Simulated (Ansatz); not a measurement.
BaO (rock salt, Fm-3m), PBE in the plane-wave PAW code Ansatz. The conduction-band minimum lies at X, with 3 equivalent valleys. Second derivatives d²E/dk² of the lowest band at one valley (eV·Å²), along Cartesian directions:

| direction | d²E/dk² |
|---|---|
| [100] | 6.108 |
| [010] | 19.21 |
| [001] | 19.21 |
| [110] | 12.66 |
| [101] | 12.66 |
| [011] | 19.21 |

Question: Find the principal effective masses, the density-of-states mass and the conductivity mass.

Answer: Off-diagonal terms follow from H_xy = H[110] − (H_xx + H_yy)/2, and m*/mₑ = 7.620 eV·Å² over each eigenvalue: 0.40, 0.40, 1.2. One valley's DOS mass (m₁m₂m₃)^(1/3) = 0.58, conductivity mass 3/(Σ 1/mᵢ) = 0.51 mₑ.

Question: What effective density of states Nc follows at 300 K for parabolic valleys?

Answer: Nc = 2.509e19 × 3 × (0.58)^(3/2) ≈ 3.3e19 cm⁻³.

Question: With the computed static dielectric constant 122 (mean of the diagonal), estimate a hydrogenic donor's binding energy and radius.

Answer: E = 13.606 eV × 0.51/122² ≈ 0.47 meV; a = 0.529 Å × ε/m* ≈ 130 Å. Semilocal masses tend to be too small where the gap is.

Question: With ε∞ = 4.18 and ω_LO = 383 cm⁻¹, what Fröhlich coupling constant follows?

Answer: α = (1/ε∞ − 1/ε0) √(m* × 13.606 eV/ħω_LO) = 2.8.

Symmetry was held in the PBE relaxation; phonons on a q-mesh show no instability. Spin–orbit coupling is left out wherever it is not named.

Potentials: the later of the program's two PAW sets.
